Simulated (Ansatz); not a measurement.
# Ansatz run, La₂AlPPd₂

input.yaml (Ansatz 0.2.0)

```yaml
crystal:
  lattice:
    - [-2.19230351, 3.20459454, 4.76332456]
    - [4.38460603, 0.0, 0.0]
    - [2.19230351, 3.20459454, -4.76332456]
  atoms:
    - { symbol: La, position: [0.18923, 0.68923, 0.81077] }
    - { symbol: La, position: [0.81077, 0.31077, 0.18923] }
    - { symbol: Pd, position: [0.29332, 0.0, 0.29332] }
    - { symbol: Pd, position: [0.70668, 0.0, 0.70668] }
    - { symbol: Al, position: [0.5, 0.5, 0.5] }
    - { symbol: P, position: [0.0, 0.0, 0.0] }
  symmetry: { tolerance: 0.0003 }
kpoints:
  mp_grid: { grid: [8, 8, 8], shift: [0, 0, 0] }
  band_path:
    path:
      - [0.0, 0.0, 0.0]
      - [0.5, 0.0, -0.5]
      - [0.30295669, 0.39408662, -0.30295669]
      - [-0.30295669, 0.60591338, 0.30295669]
      - [0.0, 0.0, 0.0]
      - [0.36315294, 0.0, 0.36315294]
      - [0.63684706, 0.0, -0.36315294]
      - [0.5, 0.0, -0.5]
      - [0.0, 0.0, 0.0]
      - [0.0, 0.5, 0.0]
      - [0.25, 0.5, 0.25]
    npoints: 6
magnetization:
  spin_polarized: false
scf:
  occupations: { method: fermi_dirac }
  lower_state_search: "off"
  max_iter: 200
hamiltonian:
  pseudopotentials: { kind: paw }
  xc: r2scan
basis:
  ecutwfc: 500
  fft_grid_basis: typed
output:
  forces: true
  stress: true
  eigenvalues: true
  bader: true
  populations: true
  elf: true
  write_potential: true
  volumetric_format: npy
  dos:
    e_range: [-12, 8]
    de: 0.05
    projected: { site_lists: { Al: [Al], La: [La], P: [P], Pd: [Pd] } }
checkpoint:
  read: saved_state
```

The saved state is an earlier solution for the same cell, perhaps on another mesh. 

Output (shortened):

```
SCF iter   1: F=-27802.7710 eV  Δρ=1.16e-3  dr2=1.36e-3  dr2_τ=8.50e-4
SCF iter   2: F=-27802.7716 eV  Δρ=6.48e-4  dr2=5.71e-4  dr2_τ=6.19e-5
SCF iter   3: F=-27802.7718 eV  Δρ=1.34e-4  dr2=3.93e-5  dr2_τ=2.23e-6
SCF iter   4: F=-27802.7718 eV  Δρ=7.43e-5  dr2=8.12e-6  dr2_τ=7.51e-7
SCF iter   5: F=-27802.7718 eV  Δρ=4.39e-5  dr2=3.02e-6  dr2_τ=3.06e-7
SCF iter   6: F=-27802.7718 eV  Δρ=1.05e-5  dr2=1.81e-7  dr2_τ=4.29e-9
SCF iter   7: F=-27802.7718 eV  Δρ=2.85e-6  dr2=1.36e-8  dr2_τ=2.83e-10
Free energy (F): -27802.7718 eV
Harris-Foulkes:  -27802.7718 eV  (|F-HF|=1.61e-8)
Internal energy: -27802.5886 eV  (E = F + TS)
E sigma→0 (E₀):  -27802.6802 eV
Entropy (-TS):   -0.1832 eV (-30.528 meV/atom)
Fermi energy:    12.8161 eV
--- Forces (eV/Å), atoms counted from 1 ---
  atom   1  La     0.0000     0.0000     1.3876
  atom   2  La     0.0000     0.0000    -1.3876
  atom   3  Pd     0.0000     8.7002     0.0000
  atom   4  Pd     0.0000    -8.7002     0.0000
  atom   5  Al     0.0000     0.0000     0.0000
  atom   6  P      0.0000     0.0000     0.0000
--- Stress (GPa, compression-positive) ---
        7.4378       0.0000       0.0000
        0.0000      48.4272       0.0000
        0.0000       0.0000       4.9670
  P = ⅓ Tr σ = 20.2773 GPa (202.773 kbar)
--- Löwdin populations: 6 sites ---
  site symbol       q [e]
     0     La     10.9170
     1     La     10.9170
     2     Pd     17.2431
     3     Pd     17.2431
     4     Al      4.0163
     5      P      5.1591
  spilling = 0.0076 (of n_electrons = 66.0000)
--- Bader charges: 6 sites ---
  site symbol  charge [e]  shift [e]
     0     La      1.4222     0.0000
     1     La      1.4221     0.0000
     2     Pd     -1.9040     0.0012
     3     Pd     -1.9040     0.0012
     4     Al      0.8780     0.0023
     5      P      0.0858     0.0047
```

Absolute energies hang on the potentials; compare differences alone.

Origin: a known structure type with other elements, at an estimated volume, so it need not be a known compound. Caveats: many states at the Fermi level without spin polarisation, so a magnetic state may lie lower; atoms or cell far from equilibrium; f levels without a U or exact exchange are poorly placed.
